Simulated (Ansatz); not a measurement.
## Convergence test, CsBa3

Method: Ansatz 0.2.0, DFT PBEsol, scalar-relativistic, plane waves, PAW.

```xyz
4
Lattice="0.0000 5.2213 5.2213 5.2213 0.0000 5.2213 5.2213 5.2213 0.0000" Properties=species:S:1:pos:R:3 pbc="T T T"
Cs    0.0000    0.0000    0.0000
Ba    2.6106    2.6106    2.6106
Ba    7.8319    7.8319    7.8319
Ba    5.2213    5.2213    5.2213
```

```
Γ-centred k-mesh               : 8×8×8
occupation rule                : Gaussian smearing, 0.1 eV
spin treatment                 : unpolarised
valence charge of the PAW sets : Cs 9, Ba 10
```

The atoms are held and the plane-wave cutoff is swept. Energies are extrapolated to zero smearing and count from the reference run, 500 eV. The cell isn't necessarily relaxed at this level. Spin–orbit coupling is left out. Pressure is positive in compression and holds a correction for the finite cutoff (Pulay stress).

Task: Tried: 250, 300, 350, 420, 500 eV. From which plane-wave cutoff on does the energy per atom stay within 100, 10 and 1 meV of the reference?

Result: 250 for 100 meV, 350 for 10 meV, 420 for 1 meV. The reference itself isn't shown to be converged.

```csv
cutoff (eV),ΔE (meV/atom),P (GPa),plane waves at Γ
250,81.2,-0.50,2637
300,11.4,-0.49,3383
350,1.04,-0.49,4279
420,0.09,-0.49,5601
500,0.00,-0.49,7239
```